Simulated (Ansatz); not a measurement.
**SCF log, MgO**

MgO is taken as a measured crystal structure (space group Fm-3m), 2 atoms in the cell. Source: COD entry 4111968; it may be a high-temperature, high-pressure or metastable form.

The calculation used Ansatz development build ahead of 0.2.0, DFT, r2SCAN, PAW, plane waves, scalar-relativistic.

The input:

```yaml
crystal:
  lattice:
    - [0.0, 2.1135, 2.1135]
    - [2.1135, 0.0, 2.1135]
    - [2.1135, 2.1135, 0.0]
  atoms:
    - { symbol: Mg, position: [0.0, 0.0, 0.0] }
    - { symbol: O, position: [0.5, 0.5, 0.5] }
hamiltonian:
  xc: r2scan
  pseudopotentials: { kind: paw }
basis:
  ecutwfc: 500
kpoints:
  mp_grid: { grid: [9, 9, 9] }
scf:
  occupations: { method: gaussian, width: 0.1 }
  lower_state_search: "off"
output:
  forces: true
  stress: true
```

The run was started with:
```sh
ansatz run input.yaml --threads 2 --pin off --max-ram 5120MiB --backend cpu --events-out ev --progress --plain --runs-dir out
```

Program output, abridged:

```
Pseudopotentials: kind: paw
Pseudopotential: Mg, paw, valence charge 10, recommended cutoff 500 eV (meta_gga), Mg.paw.azcp
Pseudopotential: O, paw, valence charge 6, recommended cutoff 500 eV (meta_gga), O.paw.azcp
Functional definition: r2SCAN
Crystal: 2 atoms, lattice volume = 18.882 Å³
Basis set: ecut = 500 eV, 531 PW (Γ), exchange–correlation on 96×96×96 points (64 copies of the dense FFT grid, shifted against one another)
Bands: 12, of which v1, the nominal top of the filled ones, is band 8 counted from 1 (7 counted from 0)
Symmetry: 48 space group operations
Space group: Fm-3m (ITA 225), of the structure as read, at distance tolerance 2.7e-5 Å
k-points: 35 of 729
Non-local potential: Mg, projectors of the file, l = 0: 3, l = 1: 2, l = 2: 1
Non-local potential: O, projectors of the file, l = 0: 2, l = 1: 2, l = 2: 1
PAW frozen core: Mg, regenerated for the run's functional (the file was generated under x = pbe(κ = 0.804, μ = 0.2195149727645171), c = pbe(β = 0.06672455060314922))
PAW frozen core: O, regenerated for the run's functional (the file was generated under x = pbe(κ = 0.804, μ = 0.2195149727645171), c = pbe(β = 0.06672455060314922))
Initial density: superposition of atomic densities (neutral atoms: chi_scale 0, normalization atom), corrected by the library's trained network
Initial wavefunctions: pseudopotential atomic-orbital guess
Functional: x = r2scan, c = r2scan; τ floored in thin density (d = 2e-4 eV/Å³)
SCF iter   1: F=-2498.326324 eV  HF=-2498.250554 eV  |F-HF|=7.58e-2  |Δ(HF+E_count)|=         —  Δρ=9.91e-3  dr2=1.10e-2  dr2_τ=6.91e-2  ethr=1.77e-3  ⟨swp⟩=5.2  Hψ=2581  notcnv=0
preconditioner: auto → none  [insulator: Δε(μ)=5.447 eV  Ē_g=19.882 eV  σ=0.100 eV  W_gap=1.00  n_scr=8 (ndim 8)  ℏωp=24.2 eV  f_vac=0.000  D(μ)=0.00/eV (n_scr^D=0)  ε∞_Penn≈2.5]
SCF iter   2: F=-2498.332439 eV  HF=-2498.332490 eV  |F-HF|=5.06e-5  |Δ(HF+E_count)|=   8.19e-2  Δρ=4.78e-3  dr2=1.62e-3  dr2_τ=2.64e-4  ethr=6.90e-5  ⟨swp⟩=2.0  Hψ=1238  notcnv=0
SCF iter   3: F=-2498.332521 eV  HF=-2498.332548 eV  |F-HF|=2.75e-5  |Δ(HF+E_count)|=   5.84e-5  Δρ=1.02e-3  dr2=1.25e-4  dr2_τ=1.86e-5  ethr=1.01e-5  ⟨swp⟩=2.0  Hψ=697  notcnv=0
SCF iter   4: F=-2498.332524 eV  HF=-2498.332539 eV  |F-HF|=1.51e-5  |Δ(HF+E_count)|=   9.63e-6  Δρ=3.81e-4  dr2=1.85e-5  dr2_τ=2.59e-6  ethr=7.79e-7  ⟨swp⟩=2.0  Hψ=668  notcnv=0
SCF iter   5: F=-2498.332536 eV  HF=-2498.332536 eV  |F-HF|=1.01e-7  |Δ(HF+E_count)|=   2.76e-6  Δρ=2.90e-5  dr2=6.46e-8  dr2_τ=2.15e-8  ethr=1.16e-7  ⟨swp⟩=2.0  Hψ=557  notcnv=0
SCF iter   6: F=-2498.332536 eV  HF=-2498.332536 eV  |F-HF|=7.33e-10  |Δ(HF+E_count)|=   1.16e-7  Δρ=8.81e-6  dr2=2.88e-9  dr2_τ=1.11e-9  ethr=4.04e-10  ⟨swp⟩=2.1  Hψ=1542  notcnv=0
SCF 1 converged in 6 iterations: F = -2498.332536 eV  dr2 = 2.88e-9
  greatest PAW one-centre occupation: 1.000 electrons in one spin orbital (limit 2), on the Mg atom at site 0 (counted from 0), in its partial waves of l = 0
SCF converged after 6 iterations
Free energy (F): -2498.332536 eV
Harris-Foulkes:  -2498.332536 eV  (|F-HF|=7.33e-10)
Internal energy: -2498.332536 eV  (E = F + TS)
E sigma→0 (E₀):  -2498.332536 eV
Fermi energy:    10.350812 eV
--- Per-component energies (eV) ---
  E_band       = -314.577031
  E_kinetic    = 256.269068
  E_local      = -1611.683105  (includes V_loc(G=0)·N_el)
  E_nonlocal   = 142.508287
  E_hartree    = 558.590511
  E_xc         = -103.136536
  E_vxc        = -148.870190  (∫ρ·V_xc dr)
  E_paw        = -456.013495  (= ΣΔE_a)
  E_vpaw       = -79.628857  (= ΣTr[D̂ρ^β])
  E_aug_tail   = 0.001019  (compensation charges beyond the density's cutoff)
  E_vtau       = 9.646392  (kinetic-family band-sum trace: ∫τ·v_τ [+ j·A + Jᵃ·Aᵃ] dr)
  E_ewald      = -1284.810136
  E_core_change = -0.058149  (= ΣΔE_core)
  E_smearing   = -0.000000  (= −TS)
  E_closure    = -0.000000  (closes the sum)
  Σ components = -2498.332536   (vs F -2498.332536, Δ=0.00e0)
--- Forces (eV/Å), atoms counted from 1 ---
  atom   1  Mg    -0.00000000    -0.00000000     0.00000000
  atom   2  O      0.00000000    -0.00000000    -0.00000000
  max |Σ_I F_I| component: 1.75e-29 eV/Å
--- Stress (GPa, compression-positive) ---
       -2.589170      -0.000000       0.000000
       -0.000000      -2.589170      -0.000000
       -0.000000       0.000000      -2.589170
  P = ⅓ Tr σ = -2.5892 GPa (-25.892 kbar)
```

Gaps of semilocal functionals run low against measured ones.

The run took 0.94 s on 2 threads of Arm Neoverse V2 (shared host), peak memory 0.31 GiB.
